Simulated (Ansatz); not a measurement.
Cu Kα1 powder pattern (kinematic, no thermal factors).
```tsv
2θ (°)	relative intensity
10.36	10
15.57	5
24.40	2
24.58	4
25.36	2
25.48	3
25.81	30
26.07	58
26.09	29
30.10	50
30.13	100
30.99	1
31.29	2
34.87	2
42.93	37
42.98	18
43.28	18
43.29	37
50.75	5
50.80	11
51.06	10
51.08	10
51.12	10
51.23	5
51.24	10
53.05	9
53.62	19
53.68	10
62.58	6
62.64	12
68.49	5
68.56	2
68.86	4
68.96	2
69.25	4
69.26	4
69.29	4
70.75	8
70.79	8
70.85	8
71.28	8
71.28	8
71.31	8
78.42	3
78.48	6
79.14	6
79.15	6
79.24	6
79.41	6
79.43	3
84.12	1
84.53	1
84.63	3
84.89	3
84.95	3
85.00	3
85.15	2
85.16	1
85.20	2
85.25	1
```

The pattern is computed from a structure relaxed with DFT PBE, scalar-relativistic, plane waves, PAW in Ansatz. No spin polarisation. Its elements are Pb, S, Sn.

**Question.** Give the structure.

**Answer.** Sn3Pb2S5.
Space group Cm (No. 8). a = 7.311 Å, b = 4.178 Å, c = 17.221 Å, α = 90.00°, β = 97.78°, γ = 90.00°
```csv
atom,site,symmetry,x,y,z
Sn,2a,m,0.4847,0.5000,0.9946
Sn,2a,m,0.0857,0.5000,0.7987
Sn,2a,m,0.2815,0.5000,0.3966
Pb,2a,m,0.1755,0.0000,0.5977
Pb,2a,m,0.3751,0.0000,0.1957
S,2a,m,0.2581,0.0000,0.8944
S,2a,m,0.3586,0.5000,0.6992
S,2a,m,0.4563,0.0000,0.4918
S,2a,m,0.0580,0.0000,0.2971
S,2a,m,0.1558,0.5000,0.0897
```

A pattern alone doesn't exclude other cells with like lines; this is the one computed.

The structure comes from a generated guess; another structure or a mixture of phases may lie lower.
